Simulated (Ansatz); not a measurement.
LiF (rock salt, Fm-3m), PBEsol (plane waves, PAW; program Ansatz): ε∞ = 2.09, cell volume 16.10 Å³. Infrared-active transverse modes:

```csv
ω_TO (cm⁻¹),oscillator strength S_xx (e²/amu)
299.3,0.2162
```

Problem. Compute the static dielectric constant.

Solution. Each mode adds (4.921e7/V) S/ω²: 7.38. So ε0 = 9.47.

Problem. What LO frequency does the Lyddane–Sachs–Teller relation give?

Solution. ω_LO = ω_TO √(ε0/ε∞) = 637 cm⁻¹.

Symmetry was held in the PBEsol relaxation; phonons on a q-mesh show no instability.

Potentials: the later of the program's two PAW sets.
